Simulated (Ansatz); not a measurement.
Given:

BN:
```
BN
1.0
    2.52270     0.00000     0.00000
   -1.26135     2.18473     0.00000
    0.00000     0.00000     4.17438
B N
2 2
Cartesian
  1.26135   0.72824   4.17313
  0.00000   1.45648   2.08594
  1.26135   0.72824   2.61023
  0.00000   1.45648   0.52304
```

This is the LDA-relaxed structure. Tensor components refer to the Cartesian frame of this cell.

Problem. All from LDA (plane waves, PAW; program Ansatz), unless another level is named. Give the bulk modulus (Birch–Murnaghan fit).

Solution. 401 GPa.

Problem. And the piezoelectric stress constants (proper, relaxed ions, C/m²)?

Solution. e15 = e24 = -0.30, e31 = e32 = -0.31, e33 = 0.90.

Problem. Give the elastic constants (relaxed ions, GPa).

Solution. C11 = 987, C12 = 146, C13 = 63.8, C33 = 1090, C44 = 346.

Problem. Predict the highest zone-centre frequency (without LO–TO term).

Solution. 1135 cm^-1.

Problem. Predict the vibrational entropy at 300 K.

Solution. 3.3 J/(K·mol of atoms).

Space group P6_3mc (wurtzite). The cell was relaxed with LDA under the symmetry of its start. Signs of piezoelectric constants follow the polarity of the cell as given.

Potentials: the earlier of the program's two PAW sets. The files were generated under PBE; for other functionals the program regenerates the frozen cores, and for LDA and PBEsol the local potential too.
